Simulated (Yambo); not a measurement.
Yambo run on a free-standing CdO$_{2}$H$_{2}$ monolayer (symmetry P-3m1, slab cell 17.3 Å high). The wavefunctions are PBEsol (Quantum ESPRESSO, PseudoDojo norm-conserving, 102 Ry, without SOC) ones on a 6×6×1 mesh (17 occupied bands); a = 3.509 Å, b = 3.509 Å, c = 17.300 Å, α = 90.00°, β = 90.00°, γ = 120.00°.

Yambo input:

```
rim_cut
HF_and_locXC
RandQpts= 1000000
RandGvec= 2 Ry
CUTGeo= "slab z"
EXXRLvcs= 102 Ry
VXCRLvcs= 408 Ry
% QPkrange
 1 | 1 | 17 | 18 |
 4 | 4 | 17 | 18 |
 7 | 7 | 17 | 18 |
%
```

k points by index: 1 = Γ, 4 = M, 7 = K.

Table of the .hf output:

```
#    K-point    Band    Eo [eV]    Ehf [eV]    Vxc [eV]    Vnlxc [eV]
#
    1    17    0.000000    -5.839762    -21.64585    -27.48561
    1    18    2.263296    5.639634    -8.667753    -5.291415
    4    17    -0.027145    -5.850021    -21.27987    -27.10275
    4    18    6.193360    10.02400    -7.258553    -3.427918
    7    17    -1.123577    -7.214915    -20.15525    -26.24659
    7    18    7.289037    13.13097    -16.24302    -10.40109
```
Exchange alone, without screening.

Geometry relaxed with PBEsol.

This is a model layer cut from the bulk structure; whether it is stable on its own was not checked.
